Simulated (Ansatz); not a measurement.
Relaxed-ion elastic tensor of VBiO4 in space group I4_1/amd (No. 141; V on 4b, Bi on 4a, O on 16h) in GPa (Voigt order), PBEsol (plane waves, PAW; program Ansatz); density 6.30 g/cm³, 14.24 Å³ per atom.

```
 198  44.6  89.1   0.0   0.0   0.0
44.6   198  89.1   0.0   0.0   0.0
89.1  89.1   285   0.0   0.0   0.0
 0.0   0.0   0.0  35.6   0.0   0.0
 0.0   0.0   0.0   0.0  35.6   0.0
 0.0   0.0   0.0   0.0   0.0   9.9
```

Is the crystal mechanically stable?

Yes: the smallest eigenvalue of C is 9.9 GPa.

Work out the Voigt, Reuss and Hill averages.

K_V = 125, K_R = 117, K_H = 121; G_V = 46.8, G_R = 27.1, G_H = 36.9 GPa.

Give Young's modulus, Poisson's ratio, Pugh's ratio and the universal anisotropy index.

E = 9KG/(3K + G) = 101 GPa; ν = 0.36; K/G = 3.28 (ductile by the Pugh limit of 1.75); A_U = 5G_V/G_R + K_V/K_R − 6 = 3.71.

Estimate the sound speeds and the Debye temperature.

v_l = √((K + 4G/3)/ρ) = 5200 m/s, v_t = √(G/ρ) = 2420 m/s, mean 2730 m/s; Θ = (h/k)(3n/4πV)^(1/3) v_m = 335 K.

Solve the Christoffel equation for the three sound speeds along x, y, z.

Eigenvalues of C_ijkl n_j n_l equal ρv². In km/s, slowest first: x 1.25, 2.38, 5.61; y 1.25, 2.38, 5.61; z 2.38, 2.38, 6.73.

How much does each axis shrink under pressure?

Linear compressibilities β_i = Σ_j S_ij (j = 1 to 3): x 3.7, y 3.7, z 1.2 per TPa.

The workflow started from a Materials Project entry (that database holds measured and hypothetical structures alike); the Crystallography Open Database files this formula in space group No. 141, but the cells were not matched. It is not the phase usual at ambient conditions (space group No. 88). Symmetry was held in the PBEsol relaxation; its stability against distortions is not shown here. No spin polarisation was allowed. No Hubbard U is applied. Scalar-relativistic: spin–orbit coupling is off unless named, which matters more the heavier the elements.

Potentials: the later of the program's two PAW sets.
